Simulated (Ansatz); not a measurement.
Bi (A7 type, space group R-3m)

```
CELL_PARAMETERS angstrom
      2.26661     1.30863     3.88456
     -2.26661     1.30863     3.88456
      0.00000    -2.61726     3.88456
ATOMIC_POSITIONS crystal
  Bi 0.23718 0.23718 0.23718
  Bi 0.76282 0.76282 0.76282
```

Scan: atom 1 (Bi, nearest neighbour Bi at 3.091 Å; its periodic images, 4.5 Å or more away, move with it) is displaced along Cartesian [111], direction (0.577, 0.577, 0.577) in Cartesian axes, by s. The other atoms stay.

Method: PBE-D3(BJ) (plane waves to 420 eV, PAW, scalar-relativistic; Ansatz, an electronic-structure program). k mesh 10×10×10 (Γ-centred), Fermi-Dirac smearing 0.05 eV. The energy includes the smearing's −TS. With partly filled bands, energies and forces of such displacements shift with the k mesh and the smearing. Bi was relaxed with its symmetry unable to fall. Spin-orbit coupling is left out, though Bi is heavy. ΔE is measured from the undisplaced structure. The last digit holds for this mesh only.

| s (Å) | ΔE (meV/cell) |
|---|---|
| -0.620 | withheld |
| -0.496 | 568.7 |
| -0.372 | 283.2 |
| -0.248 | 107.7 |
| -0.124 | 21.7 |
| 0.000 | 0.0 |
| 0.124 | 14.2 |
| 0.248 | 31.4 |
| 0.372 | 44.0 |
| 0.496 | 79.9 |
| 0.620 | 164.9 |

Q: Fit a polynomial form (powers 2, 3, 4) to the given rows and predict ΔE at s = -0.620.

A: Least squares on the 10 given rows: ΔE = (854.4)·s² + (-2006)·s³ + (2078)·s⁴, in meV/cell with s in Å; root-mean-square residual 11.15 meV/cell. At -0.620 the fit gives 1113.6 meV/cell; the calculation gives 978.4 meV/cell, so the extrapolation is off by 135.2 (+13.8 %). The quadratic term alone would give 328.4 meV/cell.

(A displaced cell: forces are minus the slopes of the energy, force constants its curvatures, and phonons follow from these.)
